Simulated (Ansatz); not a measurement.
Te₄Mo₃:
```xyz
14
Lattice="5.1855 2.9939 3.9748 -5.1855 2.9939 3.9748 0.0000 -5.9877 3.9748" Properties=species:S:1:pos:R:3 pbc="T T T"
Te     0.0000     0.0000     3.3988
Te     0.0000     0.0000     8.5255
Te     1.3850     3.0771     6.9123
Te    -1.3850    -3.0771     5.0120
Te    -3.3574    -0.3391     6.9123
Te     3.3574     0.3391     5.0120
Te     1.9724    -2.7380     6.9123
Te    -1.9724     2.7380     5.0120
Mo     3.6469     3.1123     5.1079
Mo    -3.6469    -3.1123     6.8165
Mo    -4.5188     1.6021     5.1079
Mo     4.5188    -1.6021     6.8165
Mo     0.8719    -4.7144     5.1079
Mo    -0.8719     4.7144     6.8165
```

Relaxed with r²SCAN. Special points in fractions of this cell's reciprocal vectors: Γ (0.000, 0.000, 0.000); L (0.500, 0.000, 0.000); T (0.500, -0.500, 0.500); P0 (0.460, -0.540, 0.460); P2 (0.460, 0.460, 0.460); F (0.500, -0.500, 0.000).

Question: List the band energies nearest the Fermi level at these points for r²SCAN (plane waves, PAW; program Ansatz).

Answer: In eV from the Fermi level; about four levels below and three above (degenerate sets whole), none deeper than 8.9 eV; points with the same levels are listed once.

```tsv
k	below	above
Γ	-0.58 -0.19 -0.19 -0.11	0.54 0.54 1.78 1.78
L	-0.63 -0.40 -0.22 -0.09	0.22 0.42 1.56
T	-0.76 -0.76 -0.65 -0.63 -0.63	0.28 0.28 1.69 1.69
P0	-0.78 -0.78 -0.64 -0.60 -0.60	0.29 0.29 1.68 1.68
F	-0.69 -0.58 -0.40 -0.31	0.12 0.39 1.46
```

Space group R-3. The first step of the workflow began from a Materials Project structure, measured or hypothetical; the Crystallography Open Database files this formula in space group No. 148, but the cells were not matched. Whether it is the stable phase at ambient conditions was not checked. The r²SCAN relaxation kept the symmetry of its start; its stability against distortions is not shown here. No spin polarisation was allowed. Spin–orbit coupling is left out wherever it is not named.

Potentials: the later of the program's two PAW sets.
